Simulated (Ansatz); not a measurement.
A structure of CuI relaxed with PBEsol (plane waves to 420 eV, PAW, scalar-relativistic; Ansatz, a first-principles code); single points at other levels follow on the same geometry (Ansatz, PAW; HSE06 at 420 eV on a 6×6×6 k-mesh; no spin-orbit coupling). Space group F-43m (No. 216).

```cif
data_Cu4I4
_chemical_formula_sum 'Cu4 I4'
_space_group_name_H-M_alt 'F-43m'
_space_group_IT_number 216
_space_group_name_Hall 'F -4 2 3'
_cell_length_a 5.93980
_cell_length_b 5.93980
_cell_length_c 5.93980
_cell_angle_alpha 90.000
_cell_angle_beta 90.000
_cell_angle_gamma 90.000
loop_
_atom_site_label
_atom_site_type_symbol
_atom_site_symmetry_multiplicity
_atom_site_Wyckoff_symbol
_atom_site_fract_x
_atom_site_fract_y
_atom_site_fract_z
_atom_site_occupancy
Cu1 Cu 4 d 0.75000 0.75000 0.75000 1
I1 I 4 a 0.00000 0.00000 0.00000 1
```
(The calculation used a cell of 2 atoms; values per cell refer to that cell.)

```csv
level,gap (eV),kind,conduction minimum
PBEsol,1.17,direct,Γ
HSE06,___,–,___
```

**Question.** Complete the blanks.

**Answer.** 
- HSE06, gap (eV): 2.76
- HSE06, conduction minimum: Γ

No spin polarisation in the result.

Measured for CuI: a 6.053 Å (as listed in arXiv:2305.18931). Computed minus measured — a: PBEsol -1.9 %. The computed values are for a static lattice.

The run could not lose the symmetry of its start.
